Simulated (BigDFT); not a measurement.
BigDFT run on the molecule C₃: self-consistent single point.

Level of theory: PBE, Daubechies wavelet basis, HGH (Krack) norm-conserving potentials made for PBE, isolated boundary conditions in BigDFT 1.9.6.

```xyz
3

C     -1.2860     0.0616     0.0198
C      0.0005     0.0145     0.0000
C      1.2855    -0.0761    -0.0198
```
Charge 0, spin multiplicity 1.

Reference input (self-consistent single point, DFT, PBE, Daubechies wavelet basis, HGH (Krack) norm-conserving potentials made for PBE, isolated boundary conditions): basis = Daubechies wavelets; dft.hgrids = 0.389 bohr; dft.rmult = 6 8; dft.ixc = 11; potentials = built-in HGH-K PBE; boundary_conditions = free; dft.gnrm_cv = 1e-04; dft.itermax = 80; dft.idsx = 6; dft.nrepmax = 3; dft.norbv = 4; dft.nvirt = 2. This run's input differs from it in these lines:

```diff
@@ -2,4 +2,4 @@
 dft:
-  hgrids: 0.389
-  rmult: [6, 8]
+  hgrids: 0.505
+  rmult: [4, 6]
   ixc: 11
```

Output, abridged:

```
  #------------------------------------------------------------------- Self-Consistent Cycle
 Ground State Optimization:
 - Hamiltonian Optimization: &itrp001
   - Subspace Optimization: &itrep001-01
       Wavefunctions Iterations:
 iter:  1, EKS: -1.65101368301388689E+01, gnrm:  2.64E-01, D: -2.42E-03,
 iter:  2, EKS: -1.67381637404796493E+01, gnrm:  8.91E-02, D: -2.28E-01,
 iter:  3, EKS: -1.67625697821977298E+01, gnrm:  4.46E-02, D: -2.44E-02,
 iter:  4, EKS: -1.67697861936273611E+01, gnrm:  1.91E-02, D: -7.22E-03,
 iter:  5, EKS: -1.67709682607177832E+01, gnrm:  1.00E-02, D: -1.18E-03,
 iter:  6, EKS: -1.67714101570112284E+01, gnrm:  4.92E-03, D: -4.42E-04,
 iter:  7, EKS: -1.67715314621435745E+01, gnrm:  2.53E-03, D: -1.21E-04,
 iter:  8, EKS: -1.67715700198236455E+01, gnrm:  9.22E-04, D: -3.86E-05,
 iter:  9, EKS: -1.67715752806113052E+01, gnrm:  3.49E-04, D: -5.26E-06,
 iter:  10, EKS: -1.67715757929288714E+01, gnrm:  1.89E-04, D: -5.12E-07,
 iter:  11, EKS: -1.67715759905782633E+01, gnrm:  8.29E-05, D: -1.98E-07,
       -  &FINAL001  { #---------------------------------------------------------- iter: 12
 iter:  12, EKS: -1.67715760243618917E+01, gnrm:  8.29E-05, D: -3.38E-08,  #FINAL
        #Eigenvalues and New Occupation Numbers
       Orbitals: [
 Last Iteration                        : *FINAL001
  #---------------------------------------------------------------------- Forces Calculation
 Total electronic charge               :  11.999999264453
 Electric Dipole Moment (AU):
   P vector                            :  [ -1.562179E-03,  1.317263E-02, -4.642371E-03 ]
   norm(P)                             :  1.40538308E-02
 Electric Dipole Moment (Debye):
   P vector                            :  [ -3.970662E-03,  3.348148E-02, -1.179973E-02 ]
   norm(P)                             :  3.57212714E-02
  #---------------------------------- Iterative subspace diagonalization of virtual orbitals
   [... lines left out ...]
 - HOMO LUMO gap (AU, eV)              :  [  9.05400580043937E-02,  2.46372038080689E+00 ]
  #-------------------------------- Warnings obtained during the run, check their relevance!
 WARNINGS:
 BigDFT infocode                       :  0
   [... lines left out ...]
 Atomic Forces (Ha/Bohr):
 -  {C: [-1.333036511327E-02,  7.847061306897E-04,  2.053194923767E-04]} # 0001
 -  {C: [ 1.082984430258E-03, -2.182092827645E-04, -1.676241858390E-05]} # 0002
 -  {C: [ 1.224738068301E-02, -5.664968479252E-04, -1.885570737928E-04]} # 0003
 Energy (Hartree)                      : -1.67715760243618917E+01
 Force Norm (Hartree/Bohr)             :  1.81640334575779785E-02
```

The run converged in 12 iterations. Against the reference run the free energy rises by 52.9 meV/atom, the largest force goes from 0.676 to 0.687 eV/Å and the HOMO-LUMO gap moves little (2.469 to 2.464 eV).

The grid can part forces that symmetry would make equal. This run is one point of a test of settings, so its values need not be converged; read them against the reference run alone. The geometry comes from a cheaper method or was typed, in some cases with atoms then moved at random; it is not relaxed at this level, and the species need not be a known compound.

Cost on one core: roughly 15 core-seconds.
